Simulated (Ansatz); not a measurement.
Relaxed-ion elastic tensor of Cu (body-centred tetragonal, space group No. 139) in GPa (Voigt order), plane-wave PAW r²SCAN+D4 (Ansatz code); density 9.32 g/cm³, 11.32 Å³ per atom.

```
157  181  165  0.0  0.0  0.0
181  157  165  0.0  0.0  0.0
165  165  185  0.0  0.0  0.0
0.0  0.0  0.0  111  0.0  0.0
0.0  0.0  0.0  0.0  111  0.0
0.0  0.0  0.0  0.0  0.0  128
```

Is the crystal mechanically stable?

No: the smallest eigenvalue of C is -24.2 GPa.

Space group I4/mmm (body-centred tetragonal). The workflow started from a Materials Project entry (that database holds measured and hypothetical structures alike); the Crystallography Open Database copy checked does not list it. It is not the phase usual at ambient conditions (space group No. 225). The r²SCAN+D4 relaxation kept the symmetry of its start. At this level the phase is mechanically unstable. The run is not spin-polarised. The pairwise dispersion correction was not fitted to metals. As this level gives no gap, shear constants depend on the k-mesh and smearing (Fermi–Dirac, 0.1 eV here).

Potentials: the later of the program's two PAW sets.
